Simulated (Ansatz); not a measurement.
MoS₂ in space group P6_3/mmc (No. 194; Mo on 2c, S on 4f) at seven volumes, the program Ansatz at the r²SCAN+D4 level (PAW), shape and atoms relaxed at each. One row is withheld.

```json
[
 {"V (Å³/atom)": "16.524", "P (GPa)": "6.05"},
 {"V (Å³/atom)": "17.069", "P (GPa)": "?"},
 {"V (Å³/atom)": "17.613", "P (GPa)": "1.40"},
 {"V (Å³/atom)": "18.158", "P (GPa)": "0.00"},
 {"V (Å³/atom)": "18.703", "P (GPa)": "-0.88"},
 {"V (Å³/atom)": "19.248", "P (GPa)": "-1.36"},
 {"V (Å³/atom)": "19.792", "P (GPa)": "-1.55"}
]
```

**Question.** Fit the shown pressures and predict the withheld one.

**Answer.** P = (3/2)B₀(x^(7/2) − x^(5/2))[1 + (3/4)(B′ − 4)(x − 1)] with x = (V₀/V)^(2/3). Least squares on the six rows gives V₀ = 18.165 Å³/atom, B₀ = 36.1 GPa, B′ = 13.57. At V = 17.069, x = 1.0424 and P = 3.32 GPa. The run itself gave 3.36 GPa.

Symmetry was held in the r²SCAN+D4 relaxation; phonons on a q-mesh show no instability. The run is not spin-polarised.

Potentials: the later of the program's two PAW sets.
